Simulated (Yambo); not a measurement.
Material: Mg₂Si (space group Fm-3m, No. 225); a = b = c = 4.472 Å, α = β = γ = 60.00° (3 atoms in the cell). Cell and atoms were relaxed with PBEsol from Materials Project entry mp-1367, within its symmetry.

With PBEsol (Quantum ESPRESSO, PseudoDojo norm-conserving, 84 Ry, without SOC), the gap between the mesh's edge points (Γ → X) is 0.114 eV.

By how much does one-shot G0W0 (Yambo; 4×4×4 Γ-centred k mesh, bands 9 to 143 and a 10 Ry block in the screening, 143 bands in G with the Bruneval-Gonze terminator, plasmon pole fitted at 27.2 eV) open this gap, and what gap results?

The correction is 0.586 eV, giving 0.700 eV.  Nearest settings tried, and what they do to the gap: 89 bands in W, 89 bands in G: -29 meV; 2 Ry block (27 vectors against 283): -333 meV. Not varied: mesh. So the settings aren't converged at that level.
